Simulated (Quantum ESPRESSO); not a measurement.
**Band energies of Sr2OsH6**

```xyz
9
Lattice="0.0000 3.8123 3.8123 3.8123 0.0000 3.8123 3.8123 3.8123 0.0000" Properties=species:S:1:pos:R:3 pbc="T T T"
H      3.8123     3.8123     5.9003
H      3.8123     3.8123     1.7243
H      5.9003     3.8123     3.8123
H      1.7243     3.8123     3.8123
H      3.8123     5.9003     3.8123
H      3.8123     1.7243     3.8123
Sr     5.7184     5.7184     5.7184
Sr     1.9061     1.9061     1.9061
Os     0.0000     0.0000     0.0000
```

norm-conserving PBEsol (Quantum ESPRESSO, 74 Ry, without SOC); path ΓXWKΓLUWLK,UX; energies in eV from the valence-band maximum.

```csv
k (1/Å),point,band 17,band 18,band 19,band 20,band 21,band 22,band 23,band 24
0.00,Γ,-2.39,-2.39,0.00,0.00,0.00,3.88,4.02,4.02
0.41,,-2.06,-2.06,-0.32,-0.02,-0.02,3.35,3.71,5.36
0.82,X,-1.69,-1.69,-0.71,-0.06,-0.06,2.32,3.33,4.41
1.24,W,-2.54,-1.74,-0.23,-0.23,-0.05,2.65,3.95,3.95
1.24,K,-2.33,-1.59,-0.39,-0.10,-0.09,2.59,3.76,4.25
1.59,,-2.21,-1.74,-0.26,-0.08,-0.08,3.40,3.99,4.45
1.94,,-2.33,-2.28,-0.05,-0.01,-0.01,3.97,4.02,4.22
2.11,Γ,-2.39,-2.39,0.00,0.00,0.00,3.88,4.02,4.02
2.47,,-2.04,-2.04,-0.18,-0.04,-0.04,3.98,3.98,4.96
2.82,L,-1.67,-1.67,-0.39,-0.10,-0.10,3.91,4.09,4.09
3.33,U,-2.33,-1.59,-0.39,-0.10,-0.09,2.59,3.76,4.25
3.33,W,-2.54,-1.74,-0.23,-0.23,-0.05,2.65,3.95,3.95
3.47,,-2.42,-1.68,-0.23,-0.21,-0.06,2.73,4.00,4.05
3.77,,-1.81,-1.65,-0.34,-0.11,-0.09,3.42,4.09,4.61
3.91,L,-1.67,-1.67,-0.39,-0.10,-0.10,3.91,4.09,4.09
4.16,,-2.05,-1.62,-0.29,-0.13,-0.09,3.07,4.09,4.41
4.42,K,-2.33,-1.59,-0.39,-0.10,-0.09,2.59,3.76,4.25
4.42,U,-2.33,-1.59,-0.39,-0.10,-0.09,2.59,3.76,4.25
4.71,X,-1.69,-1.69,-0.71,-0.06,-0.06,2.32,3.33,4.41
```

The PBEsol gap is indirect, 2.32 eV, from Γ to X; the smallest direct gap is 2.38 eV.

Spin-orbit coupling is left out, which matters for elements this heavy: edges can move by tenths of an eV.

Geometry of the Materials Project entry, not relaxed at this level.

The structure is a Materials Project entry; no match was found in the copy of COD used, and its stability was not checked.
